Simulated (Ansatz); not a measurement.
Trial structure of MnOsC₄N₄, not yet relaxed:

```cif
data_structure
_symmetry_space_group_name_H-M 'P-43m'
_symmetry_Int_Tables_number 215
_cell_length_a 5.8844
_cell_length_b 5.8844
_cell_length_c 5.8844
_cell_angle_alpha 90.000
_cell_angle_beta 90.000
_cell_angle_gamma 90.000
_cell_volume 203.75
loop_
_atom_site_label
_atom_site_type_symbol
_atom_site_symmetry_multiplicity
_atom_site_Wyckoff_symbol
_atom_site_fract_x
_atom_site_fract_y
_atom_site_fract_z
_atom_site_occupancy
Mn1 Mn 1 b 0.50000 0.50000 0.50000 1
Os1 Os 1 a 0.00000 0.00000 0.00000 1
C1 C 4 e 0.18603 0.18603 0.18603 1
N1 N 4 e 0.30082 0.30082 0.30082 1
```

Level of theory: Ansatz 0.2.0, DFT PBE, scalar-relativistic, plane waves, PAW. Cutoff 420 eV; k points 4×4×4 on the computed 10-atom cell (Γ-centred); Gaussian smearing, width 0.10 eV; collinear spin from starting moments 4.0 1.0 0.0 0.0 0.0 0.0 0.0 0.0 0.0 0.0 μB.

Energies over the elements count from the elements' standard structures at the same level (N₂ as a molecule), with no fitted energy shifts.

Question: What does a single point on this coarse mesh give?

Answer: The pressure is 2.9 GPa (it wants to expand), the largest force is 2.33 eV/Å, and the energy is +0.49 eV/atom against the elements. The shortest distance is 1.17 Å.

Question: Is it a good guess?

Answer: A good one: relaxing gains under 0.1 eV/atom (the start's value is from the coarse mesh, so the gain is rough) in 10 ionic steps and ends at +0.46 eV/atom on the finer mesh. The symmetry stays P-43m (No. 215). The volume per atom shrinks by 2.0 %, from 20.4 to 20.0 Å³. The shortest distance goes from 1.17 Å (C–N) to 1.19 Å (C–N). Conventional cell: a = 5.844 Å. Mn has 4 N at 1.95 Å; Os is surrounded by 4 C at 1.93 Å; C is surrounded by 1 N at 1.19 Å and 1 Os at 1.93 Å; N has 1 C at 1.19 Å and 1 Mn at 1.95 Å.

The last run used collinear spin, a 6×6×6 mesh for its 10-atom cell and Gaussian smearing of 0.10 eV. Spin–orbit coupling, which can matter for Os, is left out. The reference form of C is held partly by dispersion forces, which this level lacks. Another magnetic order may lie lower. The relaxation can't lower the symmetry of the start, and the grade says only how near the guess is to its own end. A structure relaxed within its symmetry needn't be a true minimum.
